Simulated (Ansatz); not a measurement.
# K2IF (ordering on rocksalt): the band gap by level of theory

All numbers come from the PAW code Ansatz. Values at 0 K without nuclear motion; no magnetic order is allowed, and the phase may be a hypothetical one.

The cell is K2IF, ordered on the rocksalt lattice (R-3m) with 4 atoms a cell; cell and atoms were relaxed with r2SCAN. Space group R-3m (No. 166), trigonal; a = 4.337 Å, c = 21.918 Å in the conventional setting, 29.76 Å³ an atom. Around F lie 6 K at 2.84 Å; around I lie 6 K at 3.41 Å; around K lie 3 F at 2.84 Å and 3 I at 3.41 Å.

```xyz
4
Lattice="2.1687 1.2521 7.3061 -2.1687 1.2521 7.3061 0.0000 -2.5042 7.3061" Properties=species:S:1:pos:R:3 pbc="T T T"
F     2.1687    1.2521    7.3061
I     0.0000    0.0000   10.9592
K     0.0000    0.0000    5.9727
K     0.0000    0.0000   15.9456
```

Relaxed lattice by functional, symmetry kept:
```csv
functional,k mesh,a (Å),c (Å),volume (Å³/atom)
PBE,6×6×6,4.393,22.515,31.35
r2SCAN,6×6×6,4.337,21.918,29.76
```

Gaps on the r2SCAN cell, each the least over its mesh and the special points:

| level | k mesh | gap (eV) | kind | edges | least direct gap (eV) | rough cost |
| --- | --- | --- | --- | --- | --- | --- |
| PBE | 8×8×8 | 3.10 | direct | Γ | 3.10 | 22 core-seconds |
| PBE+SOC | 8×8×8 | 2.76 | direct | Γ | 2.76 | 100 core-seconds |
| r2SCAN | 8×8×8 | 3.63 | direct | Γ | 3.63 | 30 core-seconds |
| G0W0@PBE (355 empty bands, 120 eV, 4×4×4) | 4×4×4 | 5.35 | – | Γ (mesh) | – | 12 core-minutes |

PBE: smearing of 0.02 eV; the others have fixed occupations.
Wave cutoffs: 420 eV, 500 eV (r2SCAN).
The G0W0 gap is PBE's gap over the path plus the quasiparticle shift read on the mesh. G0W0 here is at a finite number of bands, screening cutoff and k mesh, not at the basis limit.
Costs come from shared machines and give only the order; PBE's includes the band path.

The r2SCAN gap is direct at Γ: 3.63 eV. Spin-orbit coupling changes the PBE gap by -0.34 eV, to 2.76 eV.

Spin-orbit coupling moves the least or the direct gap by up to 0.34 eV, so it has to be included where a tenth of an eV counts. All these functionals give a gap of the same kind, direct.

r2SCAN (ground state on 6×6×6): The clamped-ion dielectric constant comes out as 2.6 along x and y, 2.5 along z. Born charges, averaged over directions: F -1.27, I -1.01, K +1.14 e. The program warns that the response isn't settled on this k mesh.

Only the levels marked +SOC include spin-orbit coupling.
